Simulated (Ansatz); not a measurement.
**Si₂W: from a starting cell to a relaxed one**

The start is a generated cell, Si2W placed in the C54 structure type. The cell and all atomic positions are relaxed at zero pressure with PBE (plane waves to 420 eV, PAW, scalar-relativistic; Ansatz, a program for electronic structure). The first steps use a coarse 6×6×6 k-mesh.

Initial structure:
```
Si2W
1.0
    0.00000     4.10716     4.24796
    2.38468     0.00000     4.24796
    2.38468     4.10716     0.00000
Si W
4 2
Cartesian
  2.38468   5.45020   4.24796
  2.38468   2.76412   4.24796
  3.57702   4.81770   6.37193
  3.57702   7.50378   6.37193
  0.00000   0.00000   0.00000
  1.19234   2.05358   2.12398
```

```yaml
largest_initial_force: about 0.3 eV/Å, on Si1, Si2, Si3, Si4 (atoms numbered as listed)
outcome: The space group stays Fddd (No. 70) (the run could not lower it); the end is AFLOW prototype A2B_oF24_70_e_a (C54, as in TiSi2), with 6 atoms in the primitive cell
energy_released: 0.03 eV/atom
volume_change: -1.6 %, from 13.87 to 13.65 Å³/atom
optimiser_moves: 11
```

Relaxed structure:

```cif
data_Si16W8
_chemical_formula_sum 'Si16 W8'
_space_group_name_H-M_alt 'Fddd :1'
_space_group_IT_number 70
_space_group_name_Hall 'F 2 2 -1d'
_cell_length_a 4.59131
_cell_length_b 7.94839
_cell_length_c 8.97467
_cell_angle_alpha 90.000
_cell_angle_beta 90.000
_cell_angle_gamma 90.000
loop_
_atom_site_label
_atom_site_type_symbol
_atom_site_symmetry_multiplicity
_atom_site_Wyckoff_symbol
_atom_site_fract_x
_atom_site_fract_y
_atom_site_fract_z
_atom_site_occupancy
Si1 Si 16 f 0.00000 0.33648 0.00000 1
W1 W 8 a 0.00000 0.00000 0.00000 1
```
(The calculation used a cell of 6 atoms; values per cell refer to that cell.)

Final values are on a 13×13×13 k-mesh of the relaxed cell. No spin polarisation in the result.

The run could not lose the symmetry of its start, so the end can be a saddle point.

The relaxed structure here is a generated cell of Si2W: the first start was made by placing the elements on the sites of a structure type, and the end was not matched to a known phase here, so it may be hypothetical. Known forms of Si2W include space group No. 139.
